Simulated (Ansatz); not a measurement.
A geometry of CsPbCl3 away from equilibrium: the start of the relaxation of a relaxed CsPbCl3 cell shaken by Gaussian noise of σ = 0.08 Å a coordinate. All values below come from r2SCAN (plane waves to 500 eV, PAW, scalar-relativistic; Ansatz, a quantum-chemistry and plane-wave program). Γ-centred k-mesh 4×4×4 on the run's cell (coarser than for final values), Fermi–Dirac smearing 0.05 eV.

```xyz
10
Lattice="4.0349 2.3295 6.3519 -4.0349 2.3295 6.3519 0.0000 -4.6591 6.3519" Properties=species:S:1:pos:R:3 pbc="T T T"
Cs     0.0160    -0.0389     4.8877
Cs     0.0568     0.0301    14.1390
Pb     0.0101    -0.0658     0.1110
Pb     0.1311     0.0381     9.6814
Cl    -0.4280     2.4061    11.2128
Cl    -1.7269    -1.6618    11.1717
Cl     2.2185    -0.7486    11.1385
Cl     0.6494    -2.3598     7.8891
Cl     1.7293     1.6257     7.9783
Cl    -2.2796     0.9027     7.8716
```

### Question
Give the Cartesian forces on all atoms (eV/Å).

### Answer
```json
[
 {"atom": "Cs1", "Fx": "0.04", "Fy": "0.03", "Fz": "0.00"},
 {"atom": "Cs2", "Fx": "0.01", "Fy": "0.00", "Fz": "0.10"},
 {"atom": "Pb3", "Fx": "0.04", "Fy": "0.59", "Fz": "-0.23"},
 {"atom": "Pb4", "Fx": "-0.47", "Fy": "-0.22", "Fz": "-0.39"},
 {"atom": "Cl5", "Fx": "-0.05", "Fy": "-0.51", "Fz": "-0.30"},
 {"atom": "Cl6", "Fx": "0.05", "Fy": "0.12", "Fz": "-0.10"},
 {"atom": "Cl7", "Fx": "0.08", "Fy": "0.10", "Fz": "0.05"},
 {"atom": "Cl8", "Fx": "-0.11", "Fy": "0.42", "Fz": "0.28"},
 {"atom": "Cl9", "Fx": "-0.03", "Fy": "-0.07", "Fz": "0.11"},
 {"atom": "Cl10", "Fx": "0.44", "Fy": "-0.46", "Fz": "0.49"}
]
```

### Question
What is the pressure?

### Answer
+0.5 GPa, compression positive.

### Question
How far above the relaxed end point is this geometry?

### Answer
0.02 eV/atom; the path ends in P-1 (No. 2).

No spin polarisation in the result.

The end of the path is a generated cell of CsPbCl3: the first start was made by placing the elements on the sites of a structure type, and the end was not matched to a known phase here, so it may be hypothetical. Known forms of CsPbCl3 include space group No. 221.
